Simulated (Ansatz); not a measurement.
Given:

GaN (zinc blende, F-43m), a = 4.498 Å, b = 4.498 Å, c = 4.498 Å, α = 90.00°, β = 90.00°, γ = 90.00°; the cell used has 2 atoms.

This is the r²SCAN-relaxed structure.

Problem. All from the program Ansatz at the r²SCAN level (PAW), unless another level is named. Give the electron effective mass.

Solution. 0.17 mₑ (isotropic).

Problem. And the hole effective mass, band 1 of 3 at the edge?

Solution. 0.86 along [100], 5.1 along [110], 1.9 along [111] (mₑ).

Problem. What about the band gap?

Solution. 2.17 eV (direct).

Problem. Predict the HSE06 gap on the r²SCAN cell.

Solution. 3.00 eV.

Problem. Next, the formation energy from the elements (no fitted shifts)?

Solution. -0.64 eV/atom.

The r²SCAN relaxation kept the symmetry of its start; phonons on a q-mesh show no instability. The references are the lowest solids computed at this level, not always the standard phases (solids in place of the gases). Scalar-relativistic: spin–orbit coupling is off unless named, which matters more the heavier the elements.

Potentials: the later of the program's two PAW sets.
